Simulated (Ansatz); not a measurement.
GaN (zinc blende)

```xyz
4
Lattice="0.0000 4.5485 4.5485 2.2743 2.2743 4.5485 2.2743 2.2743 0.0000" Properties=species:S:1:pos:R:3 pbc="T T T"
N      3.4114     3.4114     3.4114
N      3.4114     5.6856     5.6856
Ga     0.0000     0.0000     0.0000
Ga     2.2743     4.5485     2.2743
```

The atoms are displaced by Q × the pattern below (from a DFPT mode at X = (0.5, 0.5, 0.0), largest move 1; Q in Å), at fixed cell. (q is in reciprocal vectors of the primitive cell; the cell shown is doubled to hold the pattern.)

```tsv
atom	x	y	z
N1	0.000	0.000	-1.000
N2	0.000	0.000	1.000
```

Atoms not listed stay in place.

Computed with PBE (plane waves to 420 eV, PAW, scalar-relativistic; Ansatz, a program for electronic structure). k mesh 12×12×12 (Γ-centred), Fermi-Dirac smearing 0.05 eV. Energies are smeared free energies. GaN was relaxed with its symmetry unable to fall. ΔE is measured from the undisplaced structure.

The scan covers Q from -0.180 to 0.180 Å in 13 points.

**Question.** Which space group does the distorted structure have?

**Answer.** P-4m2 (No. 115), lowered from F-43m.

**Question.** Is this a single well or a double well?

**Answer.** A single well with its minimum at or next to zero displacement.

**Question.** What is the energy change at Q = 0.180 Å?

**Answer.** 693 meV/cell.

**Question.** What harmonic wavenumber does the curvature at Q = 0 give?

**Answer.** 648 cm⁻¹.

(For displaced atoms, the force is minus the slope of the energy, and its curvature is a force constant, which sets phonon frequencies.)
